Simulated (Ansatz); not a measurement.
## Computed properties of B

B:
```xyz
1
Lattice="-1.1532 1.1532 1.1532 1.1532 -1.1532 1.1532 1.1532 1.1532 -1.1532" Properties=species:S:1:pos:R:3 pbc="T T T"
B      0.0000     0.0000     0.0000
```

Space group Im-3m (No. 229), bcc (W type); conventional cell a = b = c = 2.306 Å, α = β = γ = 90.00°.

Method: the program Ansatz at the PBE level (PAW). Geometry: relaxed at this level of theory. Other levels are named where they apply.

Cell and energy:

| Property | Value |
|---|---|
| Volume per atom | 6.13 Å³ |
| Density | 2.93 g/cm³ |

Electronic structure:

| Quantity | Result |
|---|---|
| Electronic character | metallic (no gap) |
| Density of states at the Fermi level | 0.21 states/eV per atom (mean over ±0.08 eV) |

Mechanics:

| Quantity | Result |
|---|---|
| Bulk modulus (Birch–Murnaghan fit) | 228 GPa |
| Pressure derivative B′ | 4.7 |

The cell is a constructed one: a structure type filled with these elements; neither database checked (COD, Materials Project) lists it. It is not the phase usual at ambient conditions (space group No. 166). Symmetry was held in the PBE relaxation; whether a distortion lowers the energy is not shown.

Potentials: the later of the program's two PAW sets.
